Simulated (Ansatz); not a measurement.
**Structures of InSb3: which is lowest?**

Plane-wave DFT in Ansatz with scalar-relativistic PAW potentials, cutoff 420 eV, Γ-centred meshes chosen by cell and gap, Gaussian smearing with energies taken to zero width. Every cell was relaxed (cell and atoms) in a run of its own, within the symmetry of its start. Functional: PBE+D3(BJ).

Relaxed structures (starts from databases or built by putting these elements on another compound's sites):
A. Fm-3m, 4 atoms in the computed cell, a = 7.456 Å; sites (symmetry × multiplicity) In m-3m × 4, Sb -43m × 8 + m-3m × 4; start: database
B. Pm-3m, 4 atoms in the computed cell, a = 4.733 Å; sites (symmetry × multiplicity) In m-3m × 1, Sb 4/mm.m × 3; start: database

Task: Rank them by energy. Could pressure change the order?

Result:
```tsv
structure	group	E − E(lowest) (meV/atom)	V (Å³/atom)	gap on mesh (eV)
A	Fm-3m	0.0	25.90	0.00
B	Pm-3m	23.1	26.51	0.00
```

A is lowest, 23 meV/atom under B. The lowest is also the densest of these, so pressure wouldn't bring one of the others in at first order. Other structures may lie lower than all of these, and vibrations aren't counted.

Spin-orbit coupling is left out, which matters for the bands of heavy elements.